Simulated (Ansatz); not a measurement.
FeP2:
```yaml
crystal:
  lattice:
    - [4.92778, 0.00000, 0.00000]
    - [0.00000, 5.63336, 0.00000]
    - [0.00000, 0.00000, 2.71774]
  atoms:
    - { symbol: Fe, position: [0.50000, 0.50000, 0.50000] }
    - { symbol: Fe, position: [0.00000, 0.00000, 0.00000] }
    - { symbol: P, position: [0.32869, 0.86923, 0.50000] }
    - { symbol: P, position: [0.67131, 0.13077, 0.50000] }
    - { symbol: P, position: [0.82869, 0.63077, 0.00000] }
    - { symbol: P, position: [0.17131, 0.36923, 0.00000] }
```

Relaxed with r²SCAN. Independent-particle spectrum: no excitons, no local fields, no scissors shift; 0.1 eV broadening; ε₁ of the summed bands alone.

Problem. Tabulate the dielectric function from r²SCAN in the plane-wave PAW code Ansatz.

Solution. 

```csv
E (eV),ε₁ xx,ε₂ xx,ε₁ yy,ε₂ yy,ε₁ zz,ε₂ zz
0.0,18.42,0.00,19.80,0.00,16.83,0.00
0.4,18.69,0.00,20.29,0.00,17.04,0.00
0.8,19.62,0.00,22.88,0.18,17.83,0.00
1.2,22.00,0.26,23.53,4.96,19.62,1.11
1.6,26.12,4.86,18.90,8.54,18.98,3.25
2.0,26.10,8.10,23.07,5.17,20.14,2.78
2.4,17.80,11.32,24.16,11.70,22.08,3.97
2.8,21.12,12.06,25.98,16.51,25.71,4.98
3.2,20.02,20.10,13.52,32.27,30.66,10.14
3.6,17.76,26.32,8.38,23.23,40.07,35.36
4.0,5.16,25.43,3.09,23.69,9.37,37.42
4.4,5.55,18.50,-0.18,19.23,6.10,32.90
4.8,4.80,17.64,-1.39,14.45,-6.88,29.75
5.2,4.42,18.95,1.97,15.26,-9.42,19.47
5.6,0.14,19.41,-0.96,13.73,-8.34,16.63
6.0,-0.70,18.70,-1.12,13.61,-8.92,11.61
6.4,-5.83,19.53,-4.44,12.22,-7.54,9.16
6.8,-9.61,12.65,-4.71,9.62,-6.56,7.96
7.2,-7.90,9.06,-3.27,7.15,-5.73,6.01
7.6,-6.01,6.86,-2.49,7.61,-3.94,5.53
8.0,-4.84,6.48,-2.33,7.48,-4.35,5.71
8.4,-4.08,6.34,-2.09,7.44,-3.54,4.51
8.8,-4.12,6.26,-3.29,7.88,-3.06,4.31
9.2,-4.37,5.64,-4.05,6.47,-2.26,3.99
9.6,-4.62,4.32,-4.21,5.11,-2.26,4.55
10.0,-3.78,3.86,-3.80,4.59,-2.30,4.18
10.4,-3.58,3.98,-3.37,4.11,-2.90,4.23
10.8,-3.78,3.27,-3.47,3.81,-2.95,3.47
11.2,-3.43,3.02,-3.46,3.26,-2.90,3.12
11.6,-3.26,2.37,-3.09,2.72,-2.47,2.57
12.0,-2.99,2.35,-2.95,2.50,-2.29,2.61
```

Problem. From ε at 2.9 eV (xx: 22.46 + 12.30i), find n, k, the normal reflectivity and the absorption coefficient.

Solution. n = 4.90, k = 1.254, R = 46 %, α = 2kE/ħc = 370000 cm⁻¹.

With all bands, ε∞ without local fields is 18.5 (xx), 19.9 (yy), 16.9 (zz).

Space group Pnnm. The workflow started from a Materials Project entry (that database holds measured and hypothetical structures alike); the Crystallography Open Database copy checked does not list it. Whether it is the stable phase at ambient conditions was not checked. The cell was relaxed with r²SCAN under the symmetry of its start; its stability against distortions is not shown here. The run is not spin-polarised.

Potentials: the later of the program's two PAW sets.
